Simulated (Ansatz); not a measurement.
SnS2:
Space group R3m, hexagonal axes (No. 160); a = b = 3.618 Å, c = 20.445 Å, α = β = 90.00°, γ = 120.00°

```tsv
atom	site	symmetry	x	y	z
Sn	3a	3m	0.0000	0.0000	0.0000
S	3a	3m	0.0000	0.0000	0.7457
S	3a	3m	0.0000	0.0000	0.5876
```
(The calculation used a cell of 3 atoms; values per cell refer to that cell.)

Relaxed with PBE. DFT-PBE in the program Ansatz with PAW potentials gives a gap of 0.72 eV.

**Question.** What gap does HSE06 give on the same cell (Ansatz, PAW)?

**Answer.** 1.41 eV, 0.70 eV more. The hybrid was solved on a coarser mesh and at special points; its gap is the smallest among all of these.

```
k   v1 PBE  c1 PBE  v1 HSE06  c1 HSE06
--  ------  ------  --------  --------
Γ    -0.04    0.77         ?         ?
T     0.00    1.44      0.00      2.19
L    -0.22    0.73     -0.32      1.41
F    -0.51    0.91         ?         ?
S0   -0.21    1.61         ?         ?
H0   -0.23    1.60         ?         ?
```

**Question.** Top valence (v1) and lowest conduction level (c1) in eV from each method's valence maximum (which need not be a listed point): supply the withheld HSE06 values.

**Answer.** 
- H0, v1 HSE06: -0.35
- H0, c1 HSE06: 2.41
- F, v1 HSE06: -0.64
- F, c1 HSE06: 1.63
- S0, v1 HSE06: -0.32
- S0, c1 HSE06: 2.41
- Γ, v1 HSE06: -0.04
- Γ, c1 HSE06: 1.49

Cost on shared cores: the PBE run (SCF on a 9×9×9 mesh, then bands and DOS) roughly 50 core-seconds, the HSE06 run (SCF on 7×7×7, then a few points) about 8 core-minutes (a rough figure); the tasks are unlike.

The cell is a constructed one: a structure type filled with these elements; neither database checked (COD, Materials Project) lists it. It is not the phase usual at ambient conditions (space group No. 164). Symmetry was held in the PBE relaxation; its stability against distortions is not shown here. A crystal of weakly bound layers computed without a dispersion correction: the cell and the soft elastic constants depend strongly on that. Spin–orbit coupling is left out wherever it is not named.

Potentials: the later of the program's two PAW sets.
